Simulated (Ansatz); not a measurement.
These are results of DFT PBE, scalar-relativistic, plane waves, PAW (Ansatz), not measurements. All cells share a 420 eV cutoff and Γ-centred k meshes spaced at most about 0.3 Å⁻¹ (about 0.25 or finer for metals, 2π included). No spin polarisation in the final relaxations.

These are static total energies at zero pressure. All come from trial cells, and lower structures may exist.

Task: These unrelaxed guesses for MgSi2N2 are each relaxed within their symmetry. Order them by the energy at which they end, lowest first.
A.

```
Mg Si N
1.0
    -1.83031    1.83031    4.76242
     1.83031   -1.83031    4.76242
     1.83031    1.83031   -4.76242
Mg Si N
1 2 2
Direct
  0.00000 0.00000 0.00000
  0.75000 0.25000 0.50000
  0.25000 0.75000 0.50000
  0.36254 0.36254 0.00000
  0.63746 0.63746 0.00000
```

B.

```
Mg Si N
1.0
     2.62494   -3.30093    0.00000
     2.62494    3.30093    0.00000
     0.00000    0.00000    4.12570
Mg Si N
1 2 2
Direct
  0.50000 0.50000 0.50000
  0.22425 0.77575 0.00000
  0.77575 0.22425 0.00000
  0.00000 0.00000 0.18755
  0.00000 0.00000 0.81245
```

C.

```
Mg Si N
1.0
     4.11150    0.00000    0.00000
    -2.05575    3.56066    0.00000
     0.00000    0.00000    4.43919
Mg Si N
1 2 2
Cartesian
  0.0000 0.0000 0.0000
  0.0000 2.3738 1.5299
  2.0557 1.1869 2.9093
  0.0000 2.3738 4.4319
  2.0557 1.1869 0.0073
```

D.

```
Mg Si N
1.0
    -1.95907    1.95907    4.48905
     1.95907   -1.95907    4.48905
     1.95907    1.95907   -4.48905
Mg Si N
1 2 2
Direct
  0.00000 0.00000 0.00000
  0.37500 0.37500 0.00000
  0.62500 0.62500 0.00000
  0.75000 0.25000 0.50000
  0.25000 0.75000 0.50000
```

Result: B (ends in Cmmm, 0 meV/atom), C (ends in P-3m1, 0.31 eV/atom), D (ends in I4/mmm, 0.51 eV/atom), A (ends in I4/mmm, 0.66 eV/atom).

Cells relaxed within their symmetry can be saddle points. Some types were kept out of the candidates beforehand, so the set may lack a known form.
